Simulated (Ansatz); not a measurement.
A plane-wave DFT run in Ansatz 0.2.0 (scalar-relativistic PAW potentials unless the input names others): input and command.

```yaml
crystal:
  lattice:
    - [6.2291803028, -3.5978265814, 0.0]
    - [6.2291803028, 3.5978265814, 0.0]
    - [0.0, 0.0, 6.8308416599]
  atoms:
    - { symbol: In, position: [0.3286930539, 0.6713069461, 0.9944743382] }
    - { symbol: In, position: [0.6713069461, 0.3286930539, 0.4944743382] }
    - { symbol: Ga, position: [0.0058084524, 0.3327841186, 0.9936921142] }
    - { symbol: Ga, position: [0.6672158814, 0.9941915476, 0.9936921142] }
    - { symbol: Ga, position: [0.9941915476, 0.6672158814, 0.4936921142] }
    - { symbol: Ga, position: [0.3327841186, 0.0058084524, 0.4936921142] }
    - { symbol: As, position: [0.0174485933, 0.3340942387, 0.360509296] }
    - { symbol: As, position: [0.6659057613, 0.9825514067, 0.360509296] }
    - { symbol: As, position: [0.9825514067, 0.6659057613, 0.860509296] }
    - { symbol: As, position: [0.3340942387, 0.0174485933, 0.860509296] }
    - { symbol: As, position: [0.3149242049, 0.6850757951, 0.3851238415] }
    - { symbol: As, position: [0.6850757951, 0.3149242049, 0.8851238415] }
basis:
  ecutwfc: 420
kpoints:
  mp_grid: { grid: [6, 6, 6] }
hamiltonian:
  x: pbe
scf:
  occupations: { method: gaussian, width: 0.1 }
  max_iter: 50
output:
  forces: true
  eigenvalues: true
  stress: true
```

```bash
ansatz run input.yaml --threads 2 --pin off --max-ram 5120MiB --backend cpu --events-out ev --progress --plain --runs-dir out
```

Problem. What will the program do with this input?

Solution. The program refuses it, because of a misspelt key (the key hamiltonian.xc typed as x). With the key spelt rightly it is accepted.

Abridged log:
```
Error: YAML parse error: error: line 24 column 3: unknown field `x`, expected one of xc, dispersion, noncollinear_xc, pseudopotentials, hubbard, deformation_potential_offset, integrals
  --> <input>:24:3
   |
22 |   mp_grid: { grid: [6, 6, 6] }
23 | hamiltonian:
24 |   x: pbe
   |   ^ unknown field `x`, expected one of xc, dispersion, noncollinear_xc, pseudopotentials, hubbard, deformation_potential_offset, integrals
25 | scf:
26 |   occupations: { method: gaussian, width: 0.1 }
   |
```